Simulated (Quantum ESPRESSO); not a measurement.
# Computed records: ZrTa$_{2}$NbRe$_{4}$ (simulated cell), ZrTa$_{2}$Re$_{4}$Au (simulated cell), ZrTa$_{2}$Re$_{4}$W (simulated cell), ZrTa$_{2}$ZnRe$_{4}$ (simulated cell)

Calculation on a made-up metal alloy cell, not a measurement: no spin or spin-orbit, unrelaxed, 2900 K smearing, stress positive in tension, cell energy less fitted offsets; periodic Kohn-Sham density functional theory in plane waves with PseudoDojo standard norm-conserving scalar-relativistic pseudopotentials, each functional with its own files (v0.5 for PBE, v0.4.1 for LDA and PBEsol), eight atoms on drawn sites of a strained close-packed or body-centred lattice, each displaced and held fixed; the energy is the cell's free energy, ions and the entropy term -TS included, at the stated Fermi-Dirac width, less a fixed offset for each atom's element (shifted free energy); compositions with an open d shell lost a parallel starting moment in a cheaper test run, and other magnetic orders were not tried; an error bar is the largest change of its kind in a tighter rerun, never given below 0.002 eV, 0.02 GPa or 0.003 eV/angstrom, and covers cutoff and k-mesh only, not smearing or the files. Program: Quantum ESPRESSO 7.5.

Settings shared by all entries: lattice type face-centred cubic; functional pbe; cutoff 1143 eV; fermi dirac smearing 0.25 eV; electrons removed 0; run command mpirun -np 4 pw.x -nk 4 -in in; run processor Intel Xeon, 2023 or later, virtual cores; k mesh 5 x 5 x 5 shifted half a step off Gamma on each axis.

Notes on all entries: heavy elements are run without spin-orbit coupling, which real alloys of them have; a spin test at this wide smearing found no moment, but such smearing suppresses magnetism that the real alloy may have; lattice, volume and sites are drawn at random and may be unstable or far from any real phase; energies are for the whole cell, less offsets fitted to these runs, so they are not formation energies; error bars: energy 0.0038 eV, stress 0.024 GPa, force 0.011 eV/Å, from a tighter rerun of a related cell, whose elements or sites may differ.

```json
{"entry": 1, "formula": "ZrTa2NbRe4", "kind": "simulated cell", "structure": {"cell_angstrom": [[2.0124, 3.9227, 1.9673], [-0.0664, 4.0227, -4.0685], [-3.958, 3.9559, -0.1332]], "atoms_fractional": [["Re", 0.00649, -0.01579, 0.00829], ["Ta", 0.01205, 0.00618, 0.49609], ["Re", -0.00255, 0.51001, -0.00513], ["Nb", -0.01489, 0.50024, 0.5043], ["Re", 0.48941, 0.26815, 0.23767], ["Ta", 0.50018, 0.25472, 0.75962], ["Re", 0.50444, 0.75065, 0.23997], ["Zr", 0.48927, 0.74979, 0.74505]]}, "settings": {"atom_site": [1, 2, 3, 4, 5, 6, 7, 8], "atom_energy_offset [eV]": [-2361.34, -1771.44, -2361.34, -1694.67, -2361.34, -1771.44, -2361.34, -1377.61]}, "results": {"entropy_term_negative_ts [eV]": -1.725, "pressure [GPa]": 25.97, "stress_xx [GPa]": -23.04, "stress_yy [GPa]": -26.77, "stress_zz [GPa]": -28.08, "stress_yz [GPa]": 0.71, "stress_xz [GPa]": -0.18, "stress_xy [GPa]": -2.22, "force_site": [1, 2, 3, 4, 5, 6, 7, 8], "force_x [eV/angstrom]": [-1.14, 0.622, -1.476, 0.955, 0.377, -0.439, 0.353, 0.747], "force_y [eV/angstrom]": [0.36, -1.209, -1.077, 1.217, 1.191, -1.773, -0.148, 1.439], "force_z [eV/angstrom]": [-1.475, -0.765, 0.303, 0.882, 1.286, 0.431, 0.085, -0.747], "shifted_free_energy [eV]": -0.083}, "notes": ["17 SCF iterations, 274 s of wall time on a shared machine"]}
{"entry": 2, "formula": "ZrTa2Re4Au", "kind": "simulated cell", "structure": {"cell_angstrom": [[2.0124, 3.9227, 1.9673], [-0.0664, 4.0227, -4.0685], [-3.958, 3.9559, -0.1332]], "atoms_fractional": [["Re", 0.00649, -0.01579, 0.00829], ["Ta", 0.01205, 0.00618, 0.49609], ["Re", -0.00255, 0.51001, -0.00513], ["Au", -0.01489, 0.50024, 0.5043], ["Re", 0.48941, 0.26815, 0.23767], ["Ta", 0.50018, 0.25472, 0.75962], ["Re", 0.50444, 0.75065, 0.23997], ["Zr", 0.48927, 0.74979, 0.74505]]}, "settings": {"atom_site": [1, 2, 3, 4, 5, 6, 7, 8], "atom_energy_offset [eV]": [-2361.34, -1771.44, -2361.34, -4032.82, -2361.34, -1771.44, -2361.34, -1377.61]}, "results": {"entropy_term_negative_ts [eV]": -1.382, "pressure [GPa]": 20.74, "stress_xx [GPa]": -18.97, "stress_yy [GPa]": -21.38, "stress_zz [GPa]": -21.86, "stress_yz [GPa]": -1.95, "stress_xz [GPa]": 1.41, "stress_xy [GPa]": -2.84, "force_site": [1, 2, 3, 4, 5, 6, 7, 8], "force_x [eV/angstrom]": [-0.99, 0.47, -1.53, 0.84, -0.146, -0.562, 0.533, 1.384], "force_y [eV/angstrom]": [-0.031, -1.103, -0.637, 1.033, 1.042, -1.681, -0.222, 1.599], "force_z [eV/angstrom]": [-1.432, -0.557, 0.308, 0.918, 0.743, -0.086, -0.031, 0.136], "shifted_free_energy [eV]": -0.424}, "notes": ["18 SCF iterations, 284 s of wall time on a shared machine"]}
{"entry": 3, "formula": "ZrTa2Re4W", "kind": "simulated cell", "structure": {"cell_angstrom": [[2.0124, 3.9227, 1.9673], [-0.0664, 4.0227, -4.0685], [-3.958, 3.9559, -0.1332]], "atoms_fractional": [["Re", 0.00649, -0.01579, 0.00829], ["Ta", 0.01205, 0.00618, 0.49609], ["Re", -0.00255, 0.51001, -0.00513], ["W", -0.01489, 0.50024, 0.5043], ["Re", 0.48941, 0.26815, 0.23767], ["Ta", 0.50018, 0.25472, 0.75962], ["Re", 0.50444, 0.75065, 0.23997], ["Zr", 0.48927, 0.74979, 0.74505]]}, "settings": {"atom_site": [1, 2, 3, 4, 5, 6, 7, 8], "atom_energy_offset [eV]": [-2361.34, -1771.44, -2361.34, -2063.48, -2361.34, -1771.44, -2361.34, -1377.61]}, "results": {"stress_xz [GPa]": null}, "notes": ["16 SCF iterations, 260 s of wall time on a shared machine"]}
{"entry": 4, "formula": "ZrTa2ZnRe4", "kind": "simulated cell", "structure": {"cell_angstrom": [[2.0124, 3.9227, 1.9673], [-0.0664, 4.0227, -4.0685], [-3.958, 3.9559, -0.1332]], "atoms_fractional": [["Re", 0.00649, -0.01579, 0.00829], ["Ta", 0.01205, 0.00618, 0.49609], ["Re", -0.00255, 0.51001, -0.00513], ["Zn", -0.01489, 0.50024, 0.5043], ["Re", 0.48941, 0.26815, 0.23767], ["Ta", 0.50018, 0.25472, 0.75962], ["Re", 0.50444, 0.75065, 0.23997], ["Zr", 0.48927, 0.74979, 0.74505]]}, "settings": {"atom_site": [1, 2, 3, 4, 5, 6, 7, 8], "atom_energy_offset [eV]": [-2361.34, -1771.44, -2361.34, -5688.29, -2361.34, -1771.44, -2361.34, -1377.61]}, "results": {"pressure [GPa]": null, "stress_zz [GPa]": null, "stress_yy [GPa]": null}, "notes": ["17 SCF iterations, 277 s of wall time on a shared machine"]}
```

To be estimated
1. Estimate the stress xz of ZrTa$_{2}$Re$_{4}$W (simulated cell) (entry 3).
2. Give the table of forces values for ZrTa$_{2}$Re$_{4}$W (simulated cell) (entry 3).
3. Give the missing pressure for ZrTa$_{2}$ZnRe$_{4}$ (simulated cell) (entry 4).
4. ZrTa$_{2}$ZnRe$_{4}$ (simulated cell) (entry 4): stress zz?
5. What stress yy does the calculation give for ZrTa$_{2}$ZnRe$_{4}$ (simulated cell) (entry 4)?
6. Give the table of forces values for ZrTa$_{2}$ZnRe$_{4}$ (simulated cell) (entry 4).

Answers
1. 0.14 GPa
2. 
Forces:
```csv
site,x (eV/Å),y (eV/Å),z (eV/Å)
1,-1.152,0.4,-1.511
2,0.609,-1.277,-0.857
3,-1.435,-1.184,0.338
4,1.121,1.233,0.995
5,0.035,1.107,0.965
6,-0.232,-1.664,0.234
7,0.182,-0.126,0.357
8,0.873,1.511,-0.522
```
3. 14.59 GPa
4. -15.59 GPa
5. -16.05 GPa
6. 
Forces:
```csv
site,x (eV/Å),y (eV/Å),z (eV/Å)
1,-1.138,-0.072,-1.475
2,0.425,-0.96,-0.634
3,-1.447,-0.746,0.286
4,0.619,0.676,0.561
5,-0.22,0.995,0.642
6,-0.201,-1.592,-0.19
7,0.313,0.172,0.473
8,1.65,1.526,0.338
```

Further results for ZrTa$_{2}$Re$_{4}$W (simulated cell) (entry 3):

- entropy term negative ts: -1.678 eV
- pressure: 22.32 GPa
- stress xx: -19.88 GPa
- stress yy: -22.89 GPa
- stress zz: -24.19 GPa
- stress yz: -0.12 GPa
- stress xy: -2.01 GPa
- shifted free energy: -0.505 eV

Further results for ZrTa$_{2}$ZnRe$_{4}$ (simulated cell) (entry 4):

- entropy term negative ts: -1.397 eV
- stress xx: -12.14 GPa
- stress yz: -0.7 GPa
- stress xz: 0.34 GPa
- stress xy: -3.08 GPa
- shifted free energy: -0.53 eV
